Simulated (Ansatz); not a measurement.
ZrSnTe:
```xyz
6
Lattice="4.0936 0.0000 0.0000 0.0000 4.0936 0.0000 0.0000 0.0000 8.7948" Properties=species:S:1:pos:R:3 pbc="T T T"
Zr     2.0468     0.0000     2.3179
Zr     0.0000     2.0468     6.4769
Sn     0.0000     0.0000     0.0000
Sn     2.0468     2.0468     0.0000
Te     2.0468     0.0000     5.4510
Te     0.0000     2.0468     3.3438
```

Relaxed with r²SCAN. Special points in fractions of this cell's reciprocal vectors: Γ (0.000, 0.000, 0.000); X (0.000, 0.500, 0.000); M (0.500, 0.500, 0.000); Z (0.000, 0.000, 0.500); R (0.000, 0.500, 0.500); A (0.500, 0.500, 0.500).

**Question.** List the band energies nearest the Fermi level at these points for plane-wave PAW r²SCAN (Ansatz code).

**Answer.** In eV from the Fermi level; about four levels below and three above (degenerate sets whole), none deeper than 8.9 eV; points with the same levels are listed once.

```csv
k,below,above
Γ,-1.88 -1.37 -1.37 -0.59,0.26 0.27 0.65
X,-1.65 -1.65 -0.69 -0.69,0.68 0.68 1.64 1.64
M,-3.41 -3.41 -2.13 -2.13,1.89 1.89 1.98 1.98
Z,-2.43 -2.06 -1.34 -1.34,0.66 0.66 0.68
R,-1.49 -1.49 -0.41 -0.41,0.90 0.90 1.50 1.50
A,-3.12 -3.12 -2.31 -2.31,1.38 1.38 1.89 1.89
```

Space group P4/nmm. The workflow started from a Materials Project entry (that database holds measured and hypothetical structures alike); the Crystallography Open Database copy checked does not list it. Whether it is the stable phase at ambient conditions was not checked. The cell was relaxed with r²SCAN under the symmetry of its start; whether a distortion lowers the energy is not shown. No spin polarisation was allowed. Spin–orbit coupling is left out wherever it is not named.

Potentials: the earlier of the program's two PAW sets.
